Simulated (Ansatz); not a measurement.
Values for one crystal, relaxed and computed with plane-wave PAW PBEsol (Ansatz code); other levels are named.

- Volume per atom = 18.19 Å³
- Band gap = 0.84 eV (indirect)
- Electron effective mass = 0.14, 0.40, 1.5 mₑ (principal values)
- Zone-centre stability = no imaginary mode at Γ
- Formation energy from the elements (no fitted shifts) = -0.40 eV/atom
- Hill bulk and shear moduli = 96.4 and 50.6 GPa
- Smallest direct gap on the standard path = 1.93 eV

Q: Which compound is it?
(A) AlP, P6_422 (Al on 3c, P on 3d)
(B) BP, P4_2/mnm (B on 4f, P on 4g)
(C) AlZnInO4, R3m (Pearson symbol hR7)
(D) SnO2, rutile

A: A, AlP, P6_422 (Al on 3c, P on 3d)

The start of the workflow was typed in or built on a structure type; neither database checked (COD, Materials Project) lists it. It is not the phase usual at ambient conditions (space group No. 216). The PBEsol relaxation kept the symmetry of its start. Point labels and valley counts follow the cell and symmetry of the run, lower than the named group. The references are the lowest solids computed at this level, not always the standard phases.

Potentials: the earlier of the program's two PAW sets. The files were generated under PBE; for other functionals the program regenerates the frozen cores, and for LDA and PBEsol the local potential too.
